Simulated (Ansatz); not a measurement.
InAs built on the zincblende prototype, relaxed with r2SCAN: 4 runs in the PAW code Ansatz, each a construction of maximally localised Wannier functions. Space group F-43m (No. 216), cubic; conventional cell a = 6.109 Å, 28.50 Å³ an atom. In has 4 As at 2.65 Å; As has 4 In at 2.65 Å. No spin polarisation and no zero-point or thermal motion.

```
In As
1.0
     0.00000    3.05459    3.05459
     3.05459    0.00000    3.05459
     3.05459    3.05459    0.00000
In As
1 1
Direct
  0.00000 0.00000 0.00000
  0.25000 0.25000 0.25000
```

Windows count from the top of the filled bands; a dash means that no such window was set (without an outer window there is no disentanglement).

```tsv
functional	SCF mesh	trial orbitals	functions	mesh	window (eV)	frozen (eV)	Ω total (Å²)	Ω invariant (Å²)	largest spread (Å²)	least projectability	interpolation miss of the model's filled bands (eV, to the nearest computed level)
r2SCAN	6×6×6	As s, As p	4	6×6×6	–	–	9.45	8.78	2.36	0.73	0.348
r2SCAN	6×6×6	As p	3	6×6×6	–	–	10.63	10.09	3.54	0.61	0.345
HSE06	6×6×6	As s, As p	4	6×6×6	–	–	9.19	8.54	2.30	0.74	–
HSE06	6×6×6	As p	3	6×6×6	–	–	10.47	9.94	3.49	0.62	–
```

A dash in the last column means that the miss wasn't evaluated.

No spin-orbit coupling is included; it can move band edges with weight on the heavy atoms by tenths of an eV.
